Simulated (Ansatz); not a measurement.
**ScPt3 (Cu3Au type): frozen-phonon scan**

Relaxed ScPt3 (Cu3Au type):

```xyz
8
Lattice="7.8448 0.0000 0.0000 0.0000 3.9224 0.0000 0.0000 0.0000 3.9224" Properties=species:S:1:pos:R:3 pbc="T T T"
Sc     0.0000     0.0000     0.0000
Sc     3.9224     0.0000     0.0000
Pt     1.9612     1.9612     0.0000
Pt     5.8836     1.9612     0.0000
Pt     0.0000     1.9612     1.9612
Pt     3.9224     1.9612     1.9612
Pt     1.9612     0.0000     1.9612
Pt     5.8836     0.0000     1.9612
```

The atoms are displaced by Q × the pattern below (from a DFPT mode at X = (0.5, 0.0, 0.0), largest move 1; Q in Å), at fixed cell. (q is in reciprocal vectors of the primitive cell; the cell shown is doubled to hold the pattern.)

```tsv
atom	x	y	z
Pt3	1.000	0.000	0.000
Pt4	-1.000	0.000	0.000
Pt7	-1.000	0.000	0.000
Pt8	1.000	0.000	0.000
```

Atoms not listed stay in place.

Method: LDA (plane waves to 420 eV, PAW, scalar-relativistic; Ansatz, a first-principles code). k mesh 6×12×12 (Γ-centred), Fermi-Dirac smearing 0.05 eV. The energy includes the smearing's −TS. Stress and pressure are positive under compression. With partly filled bands, energies and forces of such displacements shift with the k mesh and the smearing. ScPt3 is run without spin polarisation. ScPt3 was relaxed with its symmetry unable to fall. Spin-orbit coupling is left out, though Pt is heavy. ΔE is measured from the undisplaced structure.

| Q (Å) | ΔE (eV/cell) | P (GPa) | −dE/dQ from forces (eV/Å) |
|---|---|---|---|
| -0.180 | 0.657 | 4.1 | 7.665 |
| -0.150 | 0.449 | 2.8 | 6.204 |
| -0.120 | 0.284 | 1.8 | 4.833 |
| -0.090 | 0.159 | 1.0 | 3.554 |
| -0.060 | 0.070 | 0.4 | 2.345 |
| -0.030 | 0.018 | 0.1 | 1.169 |
| 0.000 | 0.000 | 0.0 | 0.000 |
| 0.030 | 0.018 | 0.1 | -1.169 |
| 0.060 | 0.070 | 0.4 | -2.345 |
| 0.090 | 0.159 | 1.0 | -3.554 |
| 0.120 | 0.284 | 1.8 | -4.833 |
| 0.150 | 0.449 | 2.8 | -6.204 |
| 0.180 | 0.657 | 4.1 | -7.665 |

Summary:

| Item | Result |
|---|---|
| Energy at Q = 0.180 Å | 657 meV/cell |
| Space group of the distorted cell | P4_2/mmc (No. 131), lowered from Pm-3m |
| Symmetry of the curve | even: the same for both signs |
| Shape of the curve | a single well with its minimum at or next to zero displacement |
| Harmonic wavenumber from the curvature (finite differences) | 116 cm⁻¹ |
| Wavenumber by perturbation theory (DFPT, on another k mesh) | 117 cm⁻¹ |

The 13 points together took around 8 core-minutes (rough).

(For displaced atoms, the force is minus the slope of the energy, and its curvature is a force constant, which sets phonon frequencies.)
